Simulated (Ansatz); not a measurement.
Task: Each is relaxed and computed with DFT-PBEsol in the program Ansatz with PAW potentials. Which is the only metal?
A) SiO2, P4_2/nmc (Si on 2a, O on 4d)
B) SiC3, P-4m2 (C on 1a, C on 2g, Si on 1c)
C) CoSi, P2_13 (Co on 4a, Si on 4a)
D) SiGe, R-3m (Si on 6c, Ge on 6c)

Result: C, CoSi, P2_13 (Co on 4a, Si on 4a). CoSi: metal; SiGe: gap 0.33 eV (indirect); SiO2: gap 5.04 eV (indirect); SiC3: gap 1.15 eV (indirect). Constructed cells (a structure type filled with these elements, in neither database checked): SiO2, P4_2/nmc (Si on 2a, O on 4d). Typed or built starts, not in the databases checked: SiGe, R-3m (Si on 6c, Ge on 6c); SiC3, P-4m2 (C on 1a, C on 2g, Si on 1c). Not the usual ambient phase: SiO2, P4_2/nmc (Si on 2a, O on 4d). All cells were relaxed under the symmetry of their starts (and spin orders); stability against distortions was not tested throughout. Named crystals with no word on spin ran without spin polarisation. Scalar-relativistic: spin–orbit coupling is off unless named, which matters more the heavier the elements.

Potentials: the earlier of the program's two PAW sets. The files were generated under PBE; for other functionals the program regenerates the frozen cores, and for LDA and PBEsol the local potential too.
